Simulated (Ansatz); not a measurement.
A geometry of La$_{2}$O$_{3}$ away from equilibrium: step 3 of the relaxation of a randomly generated symmetric cell of La2O3 (space group No. 194). The numbers are results of PBE (plane waves to 420 eV, PAW, scalar-relativistic; Ansatz, a program for electronic structure), not measurements. Γ-centred k-mesh 6×6×3 on the run's cell (coarser than for final values), Fermi–Dirac smearing 0.05 eV. The plane waves were selected for a different cell earlier on the path.

```
La2O3
1.0
    4.30219     0.00000     0.00000
   -2.15109     3.72580     0.00000
    0.00000     0.00000     9.55827
La O
4 6
Direct
  0.00000   0.00000   0.00000
  0.00000   0.00000   0.50000
  0.33333   0.66667   0.25000
  0.66667   0.33333   0.75000
  0.00000   0.00000   0.25000
  0.00000   0.00000   0.75000
  0.33333   0.66667   0.66169
  0.33333   0.66667   0.83831
  0.66667   0.33333   0.33831
  0.66667   0.33333   0.16169
```

Give the Cartesian forces on all atoms (eV/Å).


```
atom    Fx    Fy     Fz
----  ----  ----  -----
La1   0.00  0.00   0.00
La2   0.00  0.00   0.00
La3   0.00  0.00   0.00
La4   0.00  0.00   0.00
O5    0.00  0.00   0.00
O6    0.00  0.00   0.00
O7    0.00  0.00  -4.47
O8    0.00  0.00   4.47
O9    0.00  0.00   4.47
O10   0.00  0.00  -4.47
```

The path ends in P6₃/mmc (No. 194). No spin polarisation in the result.

The run could not lose the symmetry of its start: the end is stationary, and may be a saddle point rather than a minimum.

The end of the path is a generated cell of La2O3: the first start was made by a random draw of sites in a space group, and the end was not matched to a known phase here, so it may be hypothetical. Known forms of La2O3 include space group No. 164.
